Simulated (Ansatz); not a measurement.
NbCuN₂:
Space group R-3m, hexagonal axes (No. 166); a = 3.121 Å, b = 3.121 Å, c = 17.300 Å, α = 90.00°, β = 90.00°, γ = 120.00°

```csv
atom,site,symmetry,x,y,z
Nb,3b,-3m,0.0000,0.0000,0.5000
Cu,3a,-3m,0.0000,0.0000,0.0000
N,6c,3m,0.0000,0.0000,0.1053
```
(The calculation used a cell of 4 atoms; values per cell refer to that cell.)

This is the PBEsol-relaxed structure.

Q: All from plane-wave PAW PBEsol (Ansatz code), unless another level is named. Give the highest zone-centre frequency (without LO–TO term).

A: 774 cm⁻¹.

Q: Predict the bulk modulus (Birch–Murnaghan fit).

A: 209 GPa.

The start of the workflow was typed in or built on a structure type; neither database checked (COD, Materials Project) lists it. Whether it is the stable phase at ambient conditions was not checked. The PBEsol relaxation kept the symmetry of its start; its stability against distortions is not shown here. The workflow began spin-polarised and lost its moments.

Potentials: the earlier of the program's two PAW sets. The files were generated under PBE; for other functionals the program regenerates the frozen cores, and for LDA and PBEsol the local potential too.
